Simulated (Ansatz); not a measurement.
Molecular dynamics on a 2×2×2 supercell (32 atoms) of LiLaO2 (ordering on rocksalt), relaxed with r2SCAN. Forces come from r2SCAN in the plane-wave code Ansatz: Langevin thermostat and barostat (NPT), 800 K, steps of 1 fs. Computed, non-magnetic; the trajectory is short and the cell small, so nothing here is a converged average. The structure comes from a prototype and may be hypothetical.

```yaml
crystal:
  lattice:
    - [7.1145502517, 0.0, 0.0]
    - [0.0, 7.1145502517, 0.0]
    - [0.0, 0.0, 9.1849888544]
  atoms:
    - { symbol: Li, position: [0.0, 0.0, 0.0] }
    - { symbol: O, position: [0.0, 0.0, 0.25] }
    - { symbol: La, position: [0.25, 0.25, 0.25] }
    - { symbol: O, position: [0.25, 0.25, 0.0] }
    - { symbol: Li, position: [0.0, 0.0, 0.5] }
    - { symbol: O, position: [0.0, 0.0, 0.75] }
    - { symbol: La, position: [0.25, 0.25, 0.75] }
    - { symbol: O, position: [0.25, 0.25, 0.5] }
    - { symbol: Li, position: [0.0, 0.5, 0.0] }
    - { symbol: O, position: [0.0, 0.5, 0.25] }
    - { symbol: La, position: [0.25, 0.75, 0.25] }
    - { symbol: O, position: [0.25, 0.75, 0.0] }
    - { symbol: Li, position: [0.0, 0.5, 0.5] }
    - { symbol: O, position: [0.0, 0.5, 0.75] }
    - { symbol: La, position: [0.25, 0.75, 0.75] }
    - { symbol: O, position: [0.25, 0.75, 0.5] }
    - { symbol: Li, position: [0.5, 0.0, 0.0] }
    - { symbol: O, position: [0.5, 0.0, 0.25] }
    - { symbol: La, position: [0.75, 0.25, 0.25] }
    - { symbol: O, position: [0.75, 0.25, 0.0] }
    - { symbol: Li, position: [0.5, 0.0, 0.5] }
    - { symbol: O, position: [0.5, 0.0, 0.75] }
    - { symbol: La, position: [0.75, 0.25, 0.75] }
    - { symbol: O, position: [0.75, 0.25, 0.5] }
    - { symbol: Li, position: [0.5, 0.5, 0.0] }
    - { symbol: O, position: [0.5, 0.5, 0.25] }
    - { symbol: La, position: [0.75, 0.75, 0.25] }
    - { symbol: O, position: [0.75, 0.75, 0.0] }
    - { symbol: Li, position: [0.5, 0.5, 0.5] }
    - { symbol: O, position: [0.5, 0.5, 0.75] }
    - { symbol: La, position: [0.75, 0.75, 0.75] }
    - { symbol: O, position: [0.75, 0.75, 0.5] }
kpoints:
  mp_grid: { grid: [2, 2, 2] }
hamiltonian:
  xc: r2scan
scf:
  occupations: { method: fermi_dirac, width: 0.069 }
md:
  ensemble: npt_langevin
  temperature: 800
  timestep: 1.0
  n_steps: 30
  initial_velocities: maxwell_boltzmann
  seed: 3946
```

Run as `ansatz run input.yaml --threads 4 --pin off --max-ram 3686MiB --backend cpu --events-out ev --progress --plain --runs-dir out`. It ended after 7.6 min on 4 threads of Arm Neoverse V2, with other jobs on the host; peak host memory 2.9 GiB.

```
step  t (fs)  T (K)  free energy F from step 0 (meV/atom)  kinetic energy (meV/atom)  pressure (GPa)  volume (Å³/atom)  largest force (eV/Å)
   0       0    775                                   0.0                      100.2            0.75             14.53                  0.00
   1       1    803                                   0.2                      103.9            0.77             14.53                  0.11
   2       2    789                                   0.8                      101.9            0.75             14.53                  0.22
   3       3    775                                   1.7                      100.2            0.73             14.54                  0.34
   4       4    751                                   3.0                       97.1            0.72             14.54                  0.47
   5       5    741                                   4.6                       95.7            0.72             14.54                  0.57
   6       6    758                                   6.6                       98.0            0.73             14.55                  0.65
   7       7    767                                   8.8                       99.2            0.73             14.56                  0.74
   8       8    742                                  11.4                       95.9            0.67             14.57                  0.81
   9       9    721                                  14.2                       93.1            0.62             14.58                  0.92
  10      10    738                                  17.2                       95.3            0.62             14.59                  1.02
  11      11    697                                  20.3                       90.2            0.57             14.60                  1.12
  12      12    685                                  23.3                       88.6            0.53             14.61                  1.21
  13      13    655                                  26.3                       84.6            0.48             14.62                  1.31
  14      14    689                                  29.2                       89.1            0.49             14.63                  1.40
  15      15    648                                  32.1                       83.7            0.42             14.64                  1.48
  16      16    645                                  34.7                       83.4            0.35             14.65                  1.55
  17      17    633                                  37.4                       81.8            0.27             14.67                  1.61
  18      18    623                                  40.0                       80.5            0.18             14.68                  1.67
  19      19    642                                  42.6                       83.0            0.15             14.69                  1.72
  20      20    626                                  45.1                       80.9            0.09             14.70                  1.76
  21      21    602                                  47.1                       77.9            0.02             14.71                  1.79
```

The temperature goes from 775 K to 602 K in 21 fs. The thermostat hasn't had time to restore it. The job's limit cut the run after 21 of 30 steps.

Positions (Å) and forces (eV/Å) at step 21:
```
cell (Å): 7.145 0.000 0.000; 0.000 7.145 0.000; 0.000 0.000 9.224
Li   0.378  -0.313  -0.146    -0.318   0.365   0.060
O   -0.014   0.012   2.305    -0.114  -0.165   0.252
La   1.786   1.838   2.312    -0.050  -0.266  -0.048
O    1.628   1.734  -0.066     0.211  -0.381   0.277
Li   0.042  -0.215   4.291     0.151  -0.139   0.638
O   -0.026  -0.134   7.121     0.579   0.577  -0.204
La   1.839   1.760   6.908    -0.540  -0.224  -0.673
O    1.870   1.592   4.578    -0.523   0.209   0.095
Li  -0.160   3.516   0.398     0.024   0.176  -1.116
O   -0.034   3.502   2.316    -0.329   0.187  -0.143
La   1.765   5.416   2.291     0.478  -0.164   0.885
O    1.818   5.246   0.045     0.203   0.300  -0.441
Li  -0.343   3.543   4.739     0.529   0.532  -0.198
O    0.047   3.800   6.896    -0.668  -1.580  -0.505
La   1.817   5.278   6.898    -0.155   0.488  -1.099
O    1.607   5.104   4.581     0.267   0.041  -0.428
Li   3.749  -0.006   0.103     0.010   0.180  -0.064
O    3.593   0.055   2.442     0.299  -0.645  -0.839
La   5.343   1.767   2.276    -0.066   0.012  -0.001
O    5.279   1.779  -0.037    -0.598  -0.196   0.445
Li   4.002  -0.158   4.696    -0.352   0.675  -0.201
O    3.613  -0.067   6.729     0.115   0.536   0.557
La   5.334   1.819   6.944     0.771   0.071  -0.019
O    5.136   1.841   4.628     0.408   0.433  -0.398
Li   3.431   3.764  -0.225     0.181  -0.094   0.760
O    3.465   3.598   2.137     0.501   0.016   0.978
La   5.382   5.368   2.332    -0.477  -0.306  -0.778
O    5.485   5.209   0.047    -0.264   0.121   0.136
Li   3.451   3.423   4.264    -0.150  -0.255   0.812
O    3.607   3.548   6.859    -0.243  -0.082   0.723
La   5.397   5.432   6.922     0.260  -0.625   0.567
O    5.541   5.484   4.583    -0.140   0.205  -0.032
```
